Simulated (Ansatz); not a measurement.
SrO:
```
CELL_PARAMETERS angstrom
      4.18905     0.00000     0.00000
     -2.09452     3.62782     0.00000
      0.00000     0.00000     5.04930
ATOMIC_POSITIONS crystal
  Sr 0.33333 0.66667 0.75000
  Sr 0.66667 0.33333 0.25000
  O  0.33333 0.66667 0.25000
  O  0.66667 0.33333 0.75000
```

Relaxed with LDA. Special points in fractions of this cell's reciprocal vectors: Γ (0.000, 0.000, 0.000); M (0.500, 0.000, 0.000); K (0.333, 0.333, 0.000); A (0.000, 0.000, 0.500); L (0.500, 0.000, 0.500); H (0.333, 0.333, 0.500).

Question: List the band energies nearest the valence-band maximum at these points for the program Ansatz at the LDA level (PAW).

Answer: In eV from the valence-band maximum; about four levels below and three above (degenerate sets whole), none deeper than 8.9 eV; points with the same levels are listed once.

| k | below | above |
|---|---|---|
| Γ | -0.92 -0.92 -0.19 0.00 | 2.64 6.18 6.18 |
| M | -0.32 -0.30 -0.28 -0.27 | 4.27 4.79 5.04 |
| K | -0.32 -0.31 -0.31 -0.03 | 3.56 3.59 7.47 |
| A | -1.17 -1.17 -1.17 -1.17 | 4.37 4.37 8.10 8.10 8.10 8.10 |
| L | -0.97 -0.97 -0.41 -0.41 | 4.93 4.93 7.56 7.56 |
| H | -0.93 -0.93 -0.34 -0.34 | 4.31 4.31 7.75 7.75 |

Space group P6_3/mmc. The workflow started from a Materials Project entry (that database holds measured and hypothetical structures alike); the Crystallography Open Database copy checked does not list it. It is not the phase usual at ambient conditions (space group No. 225). The LDA relaxation kept the symmetry of its start; whether a distortion lowers the energy is not shown. Scalar-relativistic: spin–orbit coupling is off unless named, which matters more the heavier the elements.

Potentials: the later of the program's two PAW sets.
